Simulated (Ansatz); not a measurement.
MoS$_{2}$ (3R-MoS2 type, space group R3m)

```xyz
3
Lattice="1.5578 0.8994 5.7855 -1.5578 0.8994 5.7855 0.0000 -1.7988 5.7855" Properties=species:S:1:pos:R:3 pbc="T T T"
Mo     0.0000     0.0000     0.0007
S      0.0000     0.0000    13.1296
S      0.0000     0.0000    10.0110
```

In this cell atom 3 (S, nearest neighbour Mo at 2.381 Å; its periodic images, 3.1 Å or more away, move with it) is moved by u·(1.000, 0.000, 0.000) + v·(0.000, 0.000, 1.000); the rest is frozen.

All values below come from PBEsol-D3(BJ) (plane waves to 420 eV, PAW, scalar-relativistic; Ansatz, a quantum-chemistry and plane-wave program). k mesh 10×10×10 (Γ-centred), Fermi-Dirac smearing 0.05 eV. Energies are smeared free energies. Points where atoms come too close for the PAW data are left out (x in tables, blank in figures). As the smearing reaches across the gap at some points, energies and forces of such displacements shift with the k mesh and the smearing. MoS2 is run without spin polarisation. MoS2 was relaxed with its symmetry unable to fall. This is one of several known forms of MoS2; the measured ambient cells at hand have space group No. 194. The last digit holds for this mesh only.

Changes of ΔE (eV/cell) from the point u = 0.000 Å, v = 0.000 Å when one coordinate moves alone (two changes are said to add if the coupling is within 5 % of the smaller one, nearly so within 20 %):

```tsv
point	change
u = 0.000 Å, v = -0.600 Å	1.9124
u = 0.000 Å, v = -0.300 Å	0.6350
u = -0.600 Å, v = 0.000 Å	1.7456
u = -0.300 Å, v = 0.000 Å	0.4667
u = 0.300 Å, v = 0.000 Å	0.4667
u = 0.600 Å, v = 0.000 Å	1.7456
u = 0.000 Å, v = 0.300 Å	0.9960
u = 0.000 Å, v = 0.600 Å	4.0594
```

Problem. Do the two effects add at u = 0.300 Å, v = -0.300 Å? Give the computed change.

Solution. The sum of the single changes is 0.4667 + (0.6350) = 1.1017; the calculation gives 0.8623, so the coupling contributes -0.2394 (over 20 % of the smaller single change, not additive).

Problem. What is the change at u = 0.300 Å, v = -0.600 Å, where both move, and how far is it from the sum?

Solution. The sum of the single changes is 0.4667 + (1.9124) = 2.3791; the calculation gives 2.0079, so the coupling contributes -0.3712 (over 20 % of the smaller single change, not additive).

Problem. Do the two effects add at u = -0.600 Å, v = -0.600 Å? Give the computed change.

Solution. The sum of the single changes is 1.7456 + (1.9124) = 3.6580; the calculation gives 2.2496, so the coupling contributes -1.4084 (over 20 % of the smaller single change, not additive).

(For displaced atoms, the force is minus the slope of the energy, and its curvature is a force constant, which sets phonon frequencies.)
